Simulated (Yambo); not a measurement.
Yambo run on HgZnS2 (space group R3m, No. 160). The wavefunctions are LDA (pw.x of Quantum ESPRESSO, ONCV potentials, without SOC) ones on a 4×4×4 mesh (26 occupied bands); a = b = c = 6.8557 Å, α = β = γ = 33.09°.

Yambo input:

```
rim_cut
HF_and_locXC
RandQpts= 1000000
RandGvec= 1 Ry
EXXRLvcs= 84 Ry
VXCRLvcs= 336 Ry
% QPkrange
 1 | 1 | 26 | 27 |
 3 | 3 | 26 | 27 |
 7 | 7 | 26 | 27 |
 13 | 13 | 26 | 27 |
%
```

k points by index: 1 = Γ, 3 = L, 7 = F, 13 = Z.

Table of the .hf output:

```
#    K-point    Band    Eo [eV]    Ehf [eV]    Vxc [eV]    Vnlxc [eV]
#
    1    26    0.000000    -2.767987    -15.92269    -18.69068
    1    27    0.324892    4.226764    -12.27885    -8.376973
    3    26    -1.424263    -4.619730    -14.58667    -17.78214
    3    27    3.155849    7.827396    -11.55475    -6.883201
    7    26    -0.910510    -3.984266    -15.23815    -18.31191
    7    27    1.771230    6.003596    -12.58788    -8.355518
    13    26    -0.266222    -3.064705    -15.42310    -18.22158
    13    27    2.087297    6.791275    -12.19521    -7.491236
```
Exchange alone, without screening.

Geometry relaxed with LDA.

The structure is a Materials Project entry; no match was found in the copy of COD used, and its stability was not checked.
